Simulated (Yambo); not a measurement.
Yambo run on GeTe (space group R3m, No. 160). The wavefunctions are PBE (stringent potentials; Quantum ESPRESSO, PseudoDojo norm-conserving, 124 Ry, without SOC) ones on a 4×4×4 mesh (23 occupied bands); a = b = c = 4.4222 Å, α = β = γ = 56.93°.

Yambo input:

```
rim_cut
HF_and_locXC
RandQpts= 1000000
RandGvec= 1 Ry
EXXRLvcs= 124 Ry
VXCRLvcs= 496 Ry
% QPkrange
 1 | 1 | 23 | 24 |
 3 | 3 | 23 | 24 |
 7 | 7 | 23 | 24 |
 13 | 13 | 23 | 24 |
%
```

k points by index: 1 = Γ, 3 = L, 7 = F, 13 = Z.

Table of the .hf output:

```
#    K-point    Band    Eo [eV]    Ehf [eV]    Vxc [eV]    Vnlxc [eV]
#
    1    23    -1.330992    -3.047723    -12.81112    -14.52785
    1    24    2.790006    6.897241    -11.87272    -7.765483
    3    23    0.000000    -0.520186    -12.87090    -13.39109
    3    24    0.800957    3.923883    -11.34812    -8.225193
    7    23    -3.016119    -5.539332    -11.82249    -14.34570
    7    24    2.477739    6.153108    -9.508739    -5.833370
    13    23    -0.116899    -0.065980    -12.72352    -12.67260
    13    24    1.238066    4.488261    -11.40479    -8.154596
```
Exchange alone, without screening.

Geometry relaxed with PBE+D3(BJ).
